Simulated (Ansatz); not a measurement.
Cu (dhcp (α-La type), P6_3/mmc) at seven volumes, plane-wave PAW LDA (Ansatz code), shape and atoms relaxed at each. One row is withheld.

```
V (Å³/atom)  P (GPa)
-----------  -------
9.906          22.32
10.233         13.50
10.559             ?
10.886         -0.03
11.213         -5.18
11.539         -9.48
11.866        -13.06
```

Problem. Fit the shown pressures and predict the withheld one.

Solution. Third-order Birch–Murnaghan: P = (3/2)B₀(x^(7/2) − x^(5/2))[1 + (3/4)(B′ − 4)(x − 1)] with x = (V₀/V)^(2/3). Least squares on the six rows gives V₀ = 10.884 Å³/atom, B₀ = 187.5 GPa, B′ = 4.97. At V = 10.559, x = 1.0204 and P = 6.13 GPa. The run itself gave 6.13 GPa.

The workflow started from a Materials Project entry (that database holds measured and hypothetical structures alike); the Crystallography Open Database copy checked does not list it. It is not the phase usual at ambient conditions (space group No. 225). The LDA relaxation kept the symmetry of its start; its stability against distortions is not shown here. No spin polarisation was allowed.

Potentials: the earlier of the program's two PAW sets. The files were generated under PBE; for other functionals the program regenerates the frozen cores, and for LDA and PBEsol the local potential too.
